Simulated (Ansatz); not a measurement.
Si2Mo:
```xyz
3
Lattice="-1.6085 1.6085 3.9365 1.6085 -1.6085 3.9365 1.6085 1.6085 -3.9365" Properties=species:S:1:pos:R:3 pbc="T T T"
Si     0.0000     0.0000     5.2347
Si     0.0000     0.0000     2.6383
Mo     0.0000     0.0000     0.0000
```

Relaxed with PBE. Special points in fractions of this cell's reciprocal vectors: Γ (0.000, 0.000, 0.000); X (0.000, 0.000, 0.500); P (0.250, 0.250, 0.250); N (0.000, 0.500, 0.000); M (0.500, 0.500, -0.500); S (0.292, 0.708, -0.292); S0 (-0.292, 0.292, 0.292); R (-0.083, 0.083, 0.500); G (0.500, 0.500, -0.083).

**Question.** List the band energies nearest the Fermi level at these points for the program Ansatz at the PBE level (PAW).

**Answer.** In eV from the Fermi level; about four levels below and three above (degenerate sets whole), none deeper than 8.9 eV; points with the same levels are listed once.

```tsv
k	below	above
Γ	-3.42 -2.99 -2.58 -2.58	0.35 3.07 3.25
X	-5.20 -4.38 -3.00 -1.22	2.26 2.67 3.10
P	-6.14 -2.71 -2.06 -2.06	0.27 2.26 3.99 3.99
N	-4.46 -2.55 -2.52 -0.49	2.21 3.08 3.96
M	-0.57 -0.57 -0.48 -0.48	0.48 4.69 4.99
S	-2.74 -2.46 -2.24 -0.40	1.51 3.01 3.62
R	-4.39 -3.79 -2.87 -1.79	1.75 2.01 2.55
```

Space group I4/mmm (MoSi2 or CaC2 type). The PBE relaxation kept the symmetry of its start. The run is not spin-polarised. Spin–orbit coupling is left out wherever it is not named.

Potentials: the earlier of the program's two PAW sets.
